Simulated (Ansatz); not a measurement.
In PBEsol (plane waves, PAW; program Ansatz), Y3Si5 in the hexagonal phase (P-62m; Y on 3f, Si on 2d, Si on 3g) relaxes to a = 6.499 Å, c = 4.154 Å. Against the elements it lies at -0.77 eV/atom, with no fitted shifts.

Electronic character: metallic (no gap). Gap from PBEsol with spin–orbit coupling: none (metallic).

An equation-of-state fit gives a bulk modulus of 867 kbar. The relaxed-ion elastic constants in GPa are C11 = 169, C12 = 19.4, C13 = 62.0, C33 = 179, C44 = 88.2. The elastic constants imply a Debye temperature near 499 K. The highest mode at Γ lies at 396 cm⁻¹.

The start of the workflow was typed in or built on a structure type; neither database checked (COD, Materials Project) lists it. Whether it is the stable phase at ambient conditions was not checked. The cell was relaxed with PBEsol under the symmetry of its start; its stability against distortions is not shown here. The run is not spin-polarised. As this level gives no gap, shear constants depend on the k-mesh and smearing (Fermi–Dirac, 0.1 eV here). As this level gives no gap, phonon frequencies hold no LO–TO term and depend on the k-mesh and smearing (Fermi–Dirac, 0.1 eV here). The references are the lowest solids computed at this level, not always the standard phases. Scalar-relativistic: spin–orbit coupling is off unless named, which matters more the heavier the elements.

Potentials: the earlier of the program's two PAW sets. The files were generated under PBE; for other functionals the program regenerates the frozen cores, and for LDA and PBEsol the local potential too.
